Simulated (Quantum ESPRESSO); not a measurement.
# Planted mistakes on one cell of Si3AlC3N

These are calculations, not measurements. They come from pw.x of Quantum ESPRESSO 7.5, a plane-wave density functional program, with PseudoDojo standard norm-conserving files (v0.5 for PBE, v0.4.1 for LDA and PBEsol). The cells are made up: elements, strain and atom displacements were drawn at random, and nothing was relaxed. There is no spin polarisation, spin-orbit coupling or dispersion term.

The cell has 8 sites of a wurtzite lattice (rectangular cell). Sites 1 to 4 hold Si Si Al Si; sites 5 to 8 hold C C N C. Cell vectors in Å: (3.155, 0.000, 0.000); (0.000, 5.465, 0.000); (0.000, 0.000, 5.152). Settings: PBE, cutoff 1143 eV, 6 x 4 x 4 k mesh shifted by half a step, Fermi-Dirac smearing of 0.025 eV.

The intended run has a self-consistency threshold of 1e-07 eV, a smearing term of 0.000 eV, a pressure of -2.75 GPa and 12 iterations. Each further run changes one thing: all lengths scaled by 1.0057; atoms of sites 5 and 7 exchanged; cutoff 694 eV; files of LDA; k mesh 2 x 2 x 2; one electron removed; smearing 0.38 eV; threshold 0.1 eV. A coarse mesh keeps the shift, and a charged cell sits in a uniform background.

| run | change of free energy (eV) | smearing term -TS (eV) | change of P (GPa) | largest change of a force component (eV/Å) | iterations |
| --- | --- | --- | --- | --- | --- |
| A | -0.885 | 0.000 | -0.90 | 1.619 | 12 |
| B | -4.940 | 0.000 | -7.64 | 0.180 | 12 |
| C | 0.747 | 0.000 | -6.02 | 0.020 | 12 |
| D | 0.040 | 0.000 | -2.94 | 0.173 | 12 |
| E | -0.039 | -0.168 | 0.26 | 0.156 | 12 |
| F | -0.977 | 0.000 | -0.63 | 0.391 | 13 |
| G | 0.019 | 0.000 | 0.95 | 0.102 | 5 |
| H | -8.184 | -0.007 | -21.04 | 1.822 | 13 |

A rerun of the intended cell at 1437 eV and k mesh 8 x 6 x 6 moved values by no more than 0.003 eV in the cell's energy, 0.07 GPa in stress and 0.004 eV/Å in force.

Question: which change belongs to which run?

## Worked reading

Run G has the fewest iterations, as a run stopped early does. Run E has the largest smearing term, as wide smearing gives. Run D changes the volume by a factor of 1.0172; minus its pressure change over the logarithm of that factor, 172 GPa, is a rough bulk modulus with clamped atoms. Energies from files of another functional, or of a charged cell, have another zero and say nothing on stability; the pressure of a charged cell rests on the program's zero of potential too.

## Key

| run | change |
| --- | --- |
| A | atoms of sites 5 and 7 exchanged |
| B | files of LDA |
| C | cutoff 694 eV |
| D | all lengths scaled by 1.0057 |
| E | smearing 0.38 eV |
| F | k mesh 2 x 2 x 2 |
| G | threshold 0.1 eV |
| H | one electron removed |